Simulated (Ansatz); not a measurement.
Question: Be (hcp (Mg type), P6_3/mmc) is relaxed with plane-wave PAW PBEsol (Ansatz code). What lattice parameters of the conventional cell result?

Answer: a = 2.255 Å, c = 3.558 Å.

The cell was relaxed with PBEsol under the symmetry of its start. Axis ratios of metals converge slowly with the k-mesh, so a and c are less sure than the volume.

Potentials: the later of the program's two PAW sets.
